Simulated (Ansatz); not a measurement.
Cu Kα1 powder pattern (kinematic, no thermal factors).
2θ (°) (relative intensity): 15.99 (25), 28.66 (44), 31.95 (84), 32.31 (10), 36.86 (10), 39.25 (17), 40.12 (7), 40.71 (19), 42.63 (100), 42.91 (74), 46.58 (38), 49.34 (13), 51.72 (5), 56.72 (31), 57.38 (9), 57.40 (17), 59.33 (3), 64.77 (9), 64.79 (1), 65.61 (2), 66.59 (18), 66.80 (4), 67.63 (1), 69.58 (3), 72.13 (13), 72.53 (10), 73.67 (28), 78.44 (12), 81.08 (20), 84.07 (3), 84.40 (10), 84.96 (3), 84.97 (12), 86.62 (1), 88.15 (3)

The pattern is computed from a structure relaxed with DFT PBE, scalar-relativistic, plane waves, PAW in Ansatz. No spin polarisation. Its elements are Cl, Cr, Nb.

Question: Give the structure.

Answer: NbCrCl.
Space group P4/nmm:1 (No. 129). a = 3.244 Å, b = 3.244 Å, c = 11.074 Å, α = 90.00°, β = 90.00°, γ = 90.00°
```csv
atom,site,symmetry,x,y,z
Nb,2c,4mm,0.5000,0.0000,0.1935
Cr,2a,-4m2,0.5000,0.5000,0.0000
Cl,2c,4mm,0.0000,0.5000,0.3200
```

A pattern alone doesn't exclude other cells with like lines; this is the one computed.

The cell was found from a structure generator's guess, not taken from experiment. No dispersion correction is applied, so the spacing between layers, chains or molecules is poorly fixed.
